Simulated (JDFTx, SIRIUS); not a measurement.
**HfO2: 3 runs at one level of theory**

```
Hf O
1.0
     0.00000    2.55750    2.55750
     2.55750    0.00000    2.55750
     2.55750    2.55750    0.00000
Hf O
1 2
Direct
  0.00000 0.00000 0.00000
  0.75000 0.75000 0.75000
  0.25000 0.25000 0.25000
```

Measurements of this composition are mostly on another form, of space group No. 14.

Alike in all runs: task single point; functional PBEsol; k mesh 9 × 9 × 9; occupations fermi-dirac, width 0.05 eV; no spin polarisation; no spin-orbit coupling. Pressure is positive in compression and, in plane waves, holds the error of the finite cutoff.

```csv
program and potentials,plane-wave cutoff (eV),notes,pressure (GPa)
"JDFTx, PseudoDojo-SR-PBEsol-0.4.1-standard with smoothed tails",1143,-,-13.14
"JDFTx, PseudoDojo-SR-PBEsol-0.4.1-standard",1143,-,-13.21
"SIRIUS, PseudoDojo 0.4.1 PBE standard (scalar relativistic)",1152,potentials made for PBE,-11.54
```

The pressure spans -13.21 (JDFTx, PseudoDojo-SR-PBEsol-0.4.1-standard) to -11.54 GPa (SIRIUS, PseudoDojo 0.4.1 PBE standard (scalar relativistic)). The cell lies far from this level's equilibrium.

The functional is the same throughout but for its coding, so the spread measures potentials, basis and numerics; runs on potential files found faulty are left out.
